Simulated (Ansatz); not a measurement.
# How much do the gradients of CdPtC6N6 depend on the method?

Cell: an entry of the Crystallography Open Database (COD), its atoms then relaxed with PBE in this cell.

```cif
data_CdPtC6N6
_symmetry_space_group_name_H-M 'Fm-3m'
_symmetry_Int_Tables_number 225
_cell_length_a 10.9290
_cell_length_b 10.9290
_cell_length_c 10.9290
_cell_angle_alpha 90.000
_cell_angle_beta 90.000
_cell_angle_gamma 90.000
loop_
_atom_site_label
_atom_site_type_symbol
_atom_site_symmetry_multiplicity
_atom_site_Wyckoff_symbol
_atom_site_fract_x
_atom_site_fract_y
_atom_site_fract_z
Cd Cd 4 b 0.5000 0.5000 0.5000
Pt Pt 4 a 0.0000 0.0000 0.0000
C C 24 e 0.5000 0.5000 0.1834
N N 24 e 0.5000 0.5000 0.2892
```

One atom of each set is listed; the run and its k-mesh use a cell of 14 atoms with edges of 7.73, 7.73, 7.73 Å.

First run. Method: Kohn–Sham DFT in Ansatz, PBE, plane waves and PAW, scalar-relativistic, 420 eV cutoff, Γ-centred 5×5×5 k-points, Fermi–Dirac smearing 0.05 eV.

```csv
site,V_zz (10²¹ V/m²),η
C,-3.82,0.00
N,-5.89,0.00
```

Second run. The same atoms and settings, except that the functional is r2SCAN and the cutoff is 500 eV.

Question: Given the first result, estimate the second.

Answer: 

```tsv
site	V_zz	η	change of V_zz
C	-4.18	0.00	-0.36
N	-6.17	0.00	-0.28
```

The largest change of V_zz is on C, from -3.82 to -4.18. In per cent, |V_zz| changes by +9 on C, +5 on N (all sites that start above 0.5). Sites without a gradient aren't listed.

Without spin–orbit coupling the gradients at and beside Pt can be off by some per cent, at some sites by more. The database entry as given showed forces above 3 eV/Å or a pressure above 30 GPa, though relaxing it moves no atom far.
For the second run: The largest force is 0.9 eV/Å, so the atoms aren't at the calculated equilibrium and relaxing them would move these values.
